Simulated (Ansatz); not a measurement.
**Structure types of La compared at 4 GPa**

Structure types of La are relaxed in primitive cells with their symmetry kept at 4 GPa, first on PAW files, then by LAPW. The enthalpy is E + pV at zero temperature, without zero-point motion. Only the types listed were tried, and differences under about 5 meV/atom are mesh noise. Not among the end structures: fcc, which may lie lower.

Computed with Ansatz 0.2.0; functional PBEsol, scalar-relativistic. Settings: Fermi–Dirac smearing of 0.08 eV, no spin polarisation. Methods: LAPW: all electrons, basis error target 0.5 meV/atom; PAW: frozen-core files, cutoff 420 eV.

k meshes: bcc 14×14×14, hcp 13×13×7, simple hexagonal 13×13×12, diamond 10×10×10, omega 7×7×9.

Spin–orbit coupling is left out, which matters for the heavy atoms. The PAW files were made under PBE.

```tsv
start type	ends as	a, b, c (Å)	V (Å³/atom)	H − H(lowest), LAPW (meV/atom)
bcc	bcc, Im-3m	3.953, 3.953, 3.953	30.89	?
hcp	hcp, P6_3/mmc	3.477, 3.477, 5.766	30.18	4.4
simple hexagonal	simple hexagonal, P6/mmm	3.286, 3.286, 3.212	30.04	234.1
diamond	diamond, Fd-3m	6.432, 6.432, 6.432	33.26	?
omega	omega, P6/mmm	5.612, 5.612, 3.333	30.30	0.0
```

**Question.** Fill in "H − H(lowest), LAPW (meV/atom)" for the row "bcc".

**Answer.** 122.0.

**Question.** Give the missing entry: row "diamond", column "H − H(lowest), LAPW (meV/atom)".

**Answer.** 965.0.
